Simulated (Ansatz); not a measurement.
**ScPd$_{3}$: computed property card**

ScPd3 (Cu3Au type, Pm-3m), a = b = c = 3.9016 Å, α = β = γ = 90.00°.

Space group Pm-3m (No. 221), Cu3Au type; conventional cell a = 3.902 Å, b = 3.902 Å, c = 3.902 Å, α = 90.00°, β = 90.00°, γ = 90.00°.

Method: plane-wave PAW LDA (Ansatz code). Geometry: relaxed at this level of theory. Other levels are named where they apply.

**Cell and energy**

Volume per atom: 14.85 Å³
Density: 10.18 g/cm³
Formation energy from the elements (no fitted shifts): -0.90 eV/atom

**Electronic structure**

- Electronic character: metallic (no gap)
- Density of states at the Fermi level: 0.68 states/eV per atom (mean over ±0.08 eV)

**Mechanics**

* **Bulk modulus (Birch–Murnaghan fit)**: 186 GPa
* **Pressure derivative B′**: 4.9
* **Elastic constants (relaxed ions, GPa)**: C11 = 250, C12 = 155, C44 = 104
* **Mechanical stability**: stable (all eigenvalues of C positive)
* **Hill bulk and shear moduli**: 187 and 76.1 GPa
* **Young's modulus**: 201 GPa
* **Poisson's ratio**: 0.32
* **Debye temperature from the elastic constants**: 371 K

**Phonons**

- Highest zone-centre frequency = 223 cm⁻¹
- Zone-centre stability = no imaginary mode at Γ

The first step of the workflow began from a Materials Project structure, measured or hypothetical; the Crystallography Open Database files this formula in space group No. 221, but the cells were not matched. Its standing as an ambient phase is unchecked. The cell was relaxed with LDA under the symmetry of its start. No spin polarisation was allowed. As this level gives no gap, shear constants depend on the k-mesh and smearing (Fermi–Dirac, 0.1 eV here). As this level gives no gap, phonon frequencies hold no LO–TO term and depend on the k-mesh and smearing (Fermi–Dirac, 0.1 eV here). The references are the lowest solids computed at this level, not always the standard phases. Spin–orbit coupling is left out wherever it is not named.

Potentials: the later of the program's two PAW sets.
